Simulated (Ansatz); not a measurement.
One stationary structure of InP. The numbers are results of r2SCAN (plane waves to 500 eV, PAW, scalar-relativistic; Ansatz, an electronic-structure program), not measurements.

```xyz
4
Lattice="4.1698 0.0000 0.0000 -2.0849 3.6111 0.0000 0.0000 0.0000 6.8465" Properties=species:S:1:pos:R:3 pbc="T T T"
In     0.0000     2.4074     0.8589
In     2.0849     1.2037     4.2821
P      2.0849     1.2037     6.8462
P      0.0000     2.4074     3.4230
```

Problem. Determine the symmetry and give the standard cell with its independent sites.

Solution. Space group P6₃mc (No. 186); a = b = 4.170 Å, c = 6.846 Å, α = β = 90.00°, γ = 120.00°

| atom | site | symmetry | x | y | z |
|---|---|---|---|---|---|
| In | 2b | 3m. | 0.3333 | 0.6667 | 0.1254 |
| P | 2b | 3m. | 0.6667 | 0.3333 | 0.0000 |

This is the wurtzite type.

Problem. Give the shortest distances between elements (the closest pairs, up to four, under 3.6 Å).

Solution. In–P 2.56 Å.

```yaml
volume_per_atom: 25.77 Å³
density: 4.70 g/cm³
band_gap: 1.09 eV, direct at Γ (no spin-orbit coupling)
```

No spin polarisation in the result.

It was reached from a disturbed copy of a P4₂/mmc (No. 131) cell, against which it lies -0.59 eV/atom.

The first start was generated by placing the elements on the sites of a structure type. Materials Project lists a structure of InP in the same space group, P6₃mc (No. 186); the sites were not compared with it, nor with measured phases. Known forms of InP include space group No. 216.
